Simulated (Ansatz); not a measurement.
Data:

Zn:
```yaml
crystal:
  lattice:
    - [2.59632, 0.00000, 0.00000]
    - [-1.29816, 2.24848, 0.00000]
    - [0.00000, 0.00000, 4.97790]
  atoms:
    - { symbol: Zn, position: [0.33333, 0.66667, 0.25000] }
    - { symbol: Zn, position: [0.66667, 0.33333, 0.75000] }
```

This is the r²SCAN-relaxed structure. Tensor components refer to the Cartesian frame of this cell.

Task: All from r²SCAN in the plane-wave PAW code Ansatz, unless another level is named. Estimate the Hill bulk and shear moduli.

Result: 77.4 and 49.4 GPa.

Task: And the highest zone-centre frequency?

Result: 15.9 meV.

Task: Next, the elastic constants (relaxed ions, GPa)?

Result: C11 = 220, C12 = 51.2, C13 = 53.6, C33 = 65.0, C44 = 41.5.

Space group P6_3/mmc (hcp (Mg type)). The r²SCAN relaxation kept the symmetry of its start; of distortions, only those at the zone centre were tested. As this level gives no gap, shear constants depend on the k-mesh and smearing (Fermi–Dirac, 0.1 eV here).

Potentials: the earlier of the program's two PAW sets.
